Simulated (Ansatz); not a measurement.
Si$_{3}$N$_{4}$:
```cif
data_N8Si6
_chemical_formula_sum 'Si6 N8'
_space_group_name_H-M_alt 'P 1'
_space_group_IT_number 1
_cell_length_a 5.50787
_cell_length_b 5.50787
_cell_length_c 5.50787
_cell_angle_alpha 60.000
_cell_angle_beta 60.000
_cell_angle_gamma 60.000
loop_
_space_group_symop_operation_xyz
  'x, y, z'
loop_
_atom_site_label
_atom_site_type_symbol
_atom_site_fract_x
_atom_site_fract_y
_atom_site_fract_z
_atom_site_occupancy
Si1 Si 0.62500 0.62500 0.62500 1
Si2 Si 0.12500 0.62500 0.62500 1
Si3 Si 0.62500 0.12500 0.62500 1
Si4 Si 0.62500 0.62500 0.12500 1
Si5 Si 0.25000 0.25000 0.25000 1
Si6 Si 0.00000 0.00000 0.00000 1
N1 N 0.86754 0.86754 0.86754 1
N2 N 0.39737 0.86754 0.86754 1
N3 N 0.86754 0.39737 0.86754 1
N4 N 0.86754 0.86754 0.39737 1
N5 N 0.38246 0.38246 0.38246 1
N6 N 0.85263 0.38246 0.38246 1
N7 N 0.38246 0.85263 0.38246 1
N8 N 0.38246 0.38246 0.85263 1
```

Relaxed with PBE.

Q: Which orbitals make up the states near the band edges in plane-wave PAW PBE (Ansatz code)?

A: Top 1 eV of the valence band: N 2p 92 %. Bottom 1 eV of the conduction band: Si 3p 41 %, Si 3s 27 %, N 2s 13 %, N 2p 9 %, outside the projected shells 10 %. Projections are on Löwdin-orthogonalised atomic valence shells; empty p or d shells of many metals are not among them.

Q: Tabulate the density of states.

A: States/eV per cell of 14 atoms, in 0.25 eV bins, energy from the valence-band maximum.

```
E (eV)  total  N 2p  Si 3p  Si 3s
------  -----  ----  -----  -----
-7.85    4.33  2.54   0.50   0.96
-7.60    4.09  2.41   0.43   0.91
-7.35    3.57  2.11   0.42   0.71
-7.10    5.44  3.22   0.87   0.77
-6.85    2.19  1.34   0.44   0.23
-6.60    3.71  2.31   0.85   0.29
-6.35    5.86  3.67   1.40   0.38
-6.10    4.90  3.11   1.15   0.27
-5.85    5.08  3.23   1.11   0.33
-5.60    4.30  2.75   0.93   0.27
-5.35    2.75  1.78   0.57   0.18
-5.10    3.63  2.37   0.75   0.25
-4.85    5.57  3.69   1.22   0.31
-4.60    5.26  3.54   1.25   0.22
-4.35    6.55  4.49   1.55   0.19
-4.10    3.69  2.56   0.72   0.16
-3.85    4.58  3.27   0.87   0.17
-3.60    5.92  4.32   1.09   0.17
-3.35    6.55  4.83   1.15   0.17
-3.10    6.33  4.71   1.11   0.15
-2.85    6.38  4.85   1.07   0.12
-2.60    5.28  4.07   0.84   0.11
-2.35    4.30  3.44   0.57   0.08
-2.10   10.85  8.97   1.29   0.18
-1.85    7.08  5.84   0.79   0.14
-1.60    5.40  4.55   0.51   0.08
-1.35    6.06  5.17   0.51   0.07
-1.10    7.26  6.36   0.54   0.04
-0.85    8.33  7.50   0.47   0.03
-0.60    8.49  7.80   0.35   0.02
-0.35    8.33  7.83   0.20   0.01
-0.10    3.42  3.18   0.15   0.00
0.15     0.00  0.00   0.00   0.00
0.40     0.00  0.00   0.00   0.00
0.65     0.00  0.00   0.00   0.00
0.90     0.00  0.00   0.00   0.00
1.15     0.00  0.00   0.00   0.00
1.40     0.00  0.00   0.00   0.00
1.65     0.00  0.00   0.00   0.00
1.90     0.00  0.00   0.00   0.00
2.15     0.00  0.00   0.00   0.00
2.40     0.00  0.00   0.00   0.00
2.65     0.00  0.00   0.00   0.00
2.90     0.00  0.00   0.00   0.00
3.15     0.00  0.00   0.00   0.00
3.40     0.06  0.00   0.03   0.02
3.65     0.35  0.03   0.14   0.10
3.90     0.57  0.05   0.23   0.16
4.15     0.77  0.07   0.32   0.20
4.40     1.02  0.10   0.42   0.26
4.65     1.29  0.14   0.54   0.31
4.90     1.67  0.18   0.69   0.38
5.15     2.08  0.24   0.84   0.45
5.40     2.33  0.28   0.97   0.46
5.65     2.78  0.35   1.22   0.46
5.90     3.11  0.41   1.40   0.45
6.15     3.35  0.47   1.47   0.47
6.40     4.24  0.60   1.75   0.68
6.65     4.45  0.67   1.68   0.84
6.90     4.54  0.78   1.39   1.08
7.15     3.48  0.57   0.85   0.98
7.40     2.82  0.44   0.48   0.92
7.65     5.30  0.96   0.82   1.80
7.90     7.37  1.34   1.30   2.32
8.15     5.02  0.77   1.03   1.31
```

Space group Fd-3m. Symmetry was held in the PBE relaxation.

Potentials: the later of the program's two PAW sets.
